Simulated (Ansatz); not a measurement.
Cs$_{2}$MnSe$_{2}$ in space group Ibam (No. 72; Mn on 4a, Se on 8j, Cs on 8j), DFT-PBEsol in the program Ansatz with PAW potentials, all energies at zero smearing, with the estimated change up to a 700 eV cutoff added, with one set of potentials and settings (totals compare only within such a set). Cell of 10 atoms (2 Mn, 4 Se, 4 Cs): -51786.954 eV.

```csv
element,reference phase,E (eV/atom)
Mn,"I-43m, 29 atoms in the cell, spin-polarised",-3868.8262
Se,"P3_121, 3 atoms in the cell",-5424.2079
Cs,"P6_3/mmc, 2 atoms in the cell",-5585.7977
```

Formation energy per atom, worked out: (-51786.954 − 2×(-3868.8262) − 4×(-5424.2079) − 4×(-5585.7977))/10 = -0.928 eV/atom (-90 kJ per mol of atoms), at 0 K, without zero-point energy or fitted corrections.

The workflow started from an entry of the Crystallography Open Database (COD). Whether it is the stable phase at ambient conditions was not checked. Symmetry was held in the PBEsol relaxation, as lowered by the spin order; its stability against distortions is not shown here. The final state is antiferromagnetic, chosen from 2 collinear starts compared on coarse meshes (ties went to the first, and starts can fall back to one state), not a proven ground state. No Hubbard U is applied. The references are the lowest solids computed at this level, not always the standard phases. Scalar-relativistic: spin–orbit coupling is off unless named, which matters more the heavier the elements.

Potentials: the later of the program's two PAW sets.
